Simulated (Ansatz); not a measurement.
MgSc$_{2}$S$_{4}$:
```
MgSc2S4
1.0
    0.00000     5.29036     5.29036
    5.29036     0.00000     5.29036
    5.29036     5.29036     0.00000
Mg Sc S
2 4 8
Direct
  0.00000   0.00000   0.00000
  0.25000   0.25000   0.25000
  0.62500   0.62500   0.62500
  0.12500   0.62500   0.62500
  0.62500   0.62500   0.12500
  0.62500   0.12500   0.62500
  0.85075   0.38308   0.38308
  0.86692   0.86692   0.39925
  0.38308   0.85075   0.38308
  0.86692   0.86692   0.86692
  0.38308   0.38308   0.38308
  0.86692   0.39925   0.86692
  0.38308   0.38308   0.85075
  0.39925   0.86692   0.86692
```

x, y and z are the axes in which the lattice vectors are written.

Task: Give the high-frequency dielectric tensor and the Born effective charge tensors of the independent atoms from DFPT, PBEsol in the plane-wave PAW code Ansatz.

Result: 
ε∞:
```
6.61  0.00  0.00
0.00  6.61  0.00
0.00  0.00  6.61
```
Z* of atom 1 (Mg), rows: field, columns: displacement, in e:
```
2.44  0.00  0.00
0.00  2.44  0.00
0.00  0.00  2.44
```
Z* of atom 3 (Sc), rows: field, columns: displacement, in e:
```
3.64  0.92  0.92
0.92  3.64  0.92
0.92  0.92  3.64
```
Z* of atom 7 (S), rows: field, columns: displacement, in e:
```
-2.43  -0.06  -0.06
-0.06  -2.43   0.06
-0.06   0.06  -2.43
```

Static charges for comparison (Bader): Mg1 +1.64, Sc3 +1.79, S7 -1.30 e. Born charges measure polarisation by displacement and can exceed these by far.

Space group Fd-3m (spinel). The workflow started from a Materials Project entry (that database holds measured and hypothetical structures alike); the Crystallography Open Database files this formula in space group No. 227, but the cells were not matched. Whether it is the stable phase at ambient conditions was not checked. The PBEsol relaxation kept the symmetry of its start; its stability against distortions is not shown here. No spin polarisation was allowed.

Potentials: the later of the program's two PAW sets.
